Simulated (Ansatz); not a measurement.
## Cs2AgBiBr6 (elpasolite): the band gap by level of theory

All numbers come from the plane-wave code Ansatz. The calculation is non-magnetic, and the structure need not be a phase that has been made.

The cell is Cs2AgBiBr6 in the elpasolite structure; cell and atoms were relaxed with r2SCAN. It is cubic, Fm-3m (No. 225); conventional cell a = 11.345 Å, 36.51 Å³ an atom. Cs is surrounded by 12 Br at 4.01 Å; Ag is surrounded by 6 Br at 2.82 Å; Bi is surrounded by 6 Br at 2.86 Å; Br is surrounded by 1 Ag at 2.82 Å and 1 Bi at 2.86 Å and 4 Cs at 4.01 Å.

```yaml
crystal:
  lattice:
    - [0.00000, 5.67270, 5.67270]
    - [5.67270, 0.00000, 5.67270]
    - [5.67270, 5.67270, 0.00000]
  atoms:
    - { symbol: Cs, position: [0.25000, 0.25000, 0.25000] }
    - { symbol: Cs, position: [0.75000, 0.75000, 0.75000] }
    - { symbol: Ag, position: [0.00000, 0.00000, 0.00000] }
    - { symbol: Bi, position: [0.50000, 0.50000, 0.50000] }
    - { symbol: Br, position: [0.24817, 0.75183, 0.75183] }
    - { symbol: Br, position: [0.24817, 0.75183, 0.24817] }
    - { symbol: Br, position: [0.75183, 0.24817, 0.75183] }
    - { symbol: Br, position: [0.75183, 0.24817, 0.24817] }
    - { symbol: Br, position: [0.75183, 0.75183, 0.24817] }
    - { symbol: Br, position: [0.24817, 0.24817, 0.75183] }
```

Relaxed lattice by functional, symmetry kept:
```tsv
functional	k mesh	a (Å)	volume (Å³/atom)
PBE	4×4×4	11.475	37.77
r2SCAN	4×4×4	11.345	36.51
PBEsol	4×4×4	11.187	35.00
LDA	4×4×4	10.996	33.24
```

Gaps on the r2SCAN cell, each the least over its mesh and the special points:
```
   level  k mesh  gap (eV)      kind  edges  least direct gap (eV)        rough cost
     LDA   4×4×4      1.12  indirect  X → L                   2.16   16 core-seconds
     PBE   4×4×4      1.28  indirect  X → L                   2.30   40 core-seconds
 PBE+SOC   4×4×4      1.05  indirect  X → L                   1.70  2.8 core-minutes
  r2SCAN   4×4×4      1.67  indirect  X → L                   2.70   29 core-seconds
   HSE06   2×2×2      2.15  indirect  X → L                   3.21    5 core-minutes
DDH-PBE0   2×2×2      2.49  indirect  X → L                   3.55    8 core-minutes
    PBE0   2×2×2      2.82  indirect  X → L                   3.89    5 core-minutes
```
PBE, PBE+SOC: smearing of 0.02 eV; the others have fixed occupations.
Wave cutoffs: 420 eV, 500 eV (r2SCAN). Set aside, since their points miss a band edge that the other levels read or their mesh is too coarse: LC-ωPBE.
Costs come from shared machines and give only the order; PBE's includes the band path. The runs had 4 threads of Arm Neoverse V2, with other jobs on the host.

HSE06 gives an indirect gap of 2.15 eV, from X to L; the least direct gap is 3.21 eV at L–W (0.40 of the way from L). Spin-orbit coupling changes the PBE gap by -0.23 eV, to 1.05 eV.

r2SCAN covers 45 % of the step from PBE to HSE06, while HSE06 needs about 10 times r2SCAN's cost (on a coarser mesh). Spin-orbit coupling changes the least gap by -0.23 eV, while at Γ the distance between the top filled and the lowest empty level goes from 2.89 to 1.81 eV: it reshapes the band edges, and can invert them, so it can't be left out. Among these functionals the gap stays indirect.

Only the levels marked +SOC include spin-orbit coupling.

The meshes of the hybrids are coarse, so their gaps aren't converged to the digits shown.
